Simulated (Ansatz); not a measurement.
MgInCu4 in space group F-43m (No. 216; Mg on 4a, In on 4c, Cu on 16e), PBE (plane waves, PAW; program Ansatz), all energies at zero smearing, with the estimated change up to a 700 eV cutoff added, with one set of potentials and settings (totals compare only within such a set). Cell of 6 atoms (1 Mg, 1 In, 4 Cu): -34023.121 eV.

```
element                reference phase  E (eV/atom)
-------  -----------------------------  -----------
Mg       P6_3/mmc, 2 atoms in the cell   -1923.8027
In         I4/mmm, 1 atoms in the cell   -5597.9156
Cu          Fm-3m, 1 atoms in the cell   -6625.1847
```

Formation energy per atom, worked out: (-34023.121 − 1×(-1923.8027) − 1×(-5597.9156) − 4×(-6625.1847))/6 = -0.111 eV/atom (-11 kJ per mol of atoms), at 0 K, without zero-point energy or fitted corrections.

The workflow started from a Materials Project entry (that database holds measured and hypothetical structures alike); the Crystallography Open Database files this formula in space group No. 216, but the cells were not matched. Whether it is the stable phase at ambient conditions was not checked. The PBE relaxation kept the symmetry of its start; whether a distortion lowers the energy is not shown. No spin polarisation was allowed. The references are the lowest solids computed at this level, not always the standard phases.

Potentials: the earlier of the program's two PAW sets.
